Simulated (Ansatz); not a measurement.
## How much do the gradients of Mg2ScCr3S8 depend on the method?

Cell: a Materials Project structure (computed, not necessarily an observed phase), taken as it stands.

```yaml
crystal:
  lattice:
    - [3.66046, 2.11337, 5.95319]
    - [-3.66046, 2.11337, 5.95319]
    - [0.00000, -4.22674, 5.95319]
  atoms:
    - { symbol: Mg, position: [0.87564, 0.87564, 0.87564] }
    - { symbol: Mg, position: [0.12436, 0.12436, 0.12436] }
    - { symbol: Sc, position: [0.50000, 0.50000, 0.50000] }
    - { symbol: Cr, position: [0.50000, 0.50000, 0.00000] }
    - { symbol: Cr, position: [0.00000, 0.50000, 0.50000] }
    - { symbol: Cr, position: [0.50000, 0.00000, 0.50000] }
    - { symbol: S, position: [0.73615, 0.73615, 0.73615] }
    - { symbol: S, position: [0.25344, 0.25344, 0.71689] }
    - { symbol: S, position: [0.25344, 0.71689, 0.25344] }
    - { symbol: S, position: [0.71689, 0.25344, 0.25344] }
    - { symbol: S, position: [0.74656, 0.28311, 0.74656] }
    - { symbol: S, position: [0.28311, 0.74656, 0.74656] }
    - { symbol: S, position: [0.26385, 0.26385, 0.26385] }
    - { symbol: S, position: [0.74656, 0.74656, 0.28311] }
```

Sites (sets of like atoms) are named by element and the number of their first atom in this list.

First run. All values are calculated (Ansatz; DFT, PBE, plane waves and PAW, scalar-relativistic, collinear spin, 420 eV cutoff, Γ-centred 5×5×5 k-points, Fermi–Dirac smearing 0.02 eV), not measured. Start moments as typed (μB): 3 on each Cr, none on the rest.

```csv
site,atom,V_zz (10²¹ V/m²),η,m (μB)
Mg,1,-0.11,0.00,0.01
Sc,3,-0.99,0.00,0.03
Cr,4,1.22,0.16,2.72
S7,7,-0.42,0.00,-0.06
S8,8,-5.43,0.16,-0.03
```

Second run. The same atoms and settings, except that the functional is r2SCAN and the cutoff is 500 eV.

Problem. Given the first result, estimate the second.

Solution. 

```csv
site,atom,V_zz,η,change of V_zz,m (μB)
Mg,1,-0.098,0.00,+0.01,0.01
Sc,3,-1.06,0.00,-0.07,0.02
Cr,4,1.12,0.13,-0.10,2.80
S7,7,-0.67,0.00,-0.25,-0.08
S8,8,-5.15,0.22,+0.28,-0.04
```

The largest change of V_zz is on S8, from -5.43 to -5.15. In per cent, |V_zz| changes by +7 on Sc, -8 on Cr, -5 on S (all sites that start above 0.5). The absolute magnetisation of the cell goes from 10.1 to 10.4 μB.

All moments are parallel here, as the start or the cell imposes; many such compounds order antiparallel, where fields and spin densities carried over to other atoms largely cancel. The magnetic order is the one that the run reached from its start moments, not necessarily the measured one.
For the first run: With a gap of 1.0 eV on this mesh, small gradients can still move by 0.1 × 10²¹ V/m² or more as the k-mesh gets denser.
For the second run: The program didn't check the stability of this electronic state in full, so a lower one may lie near.
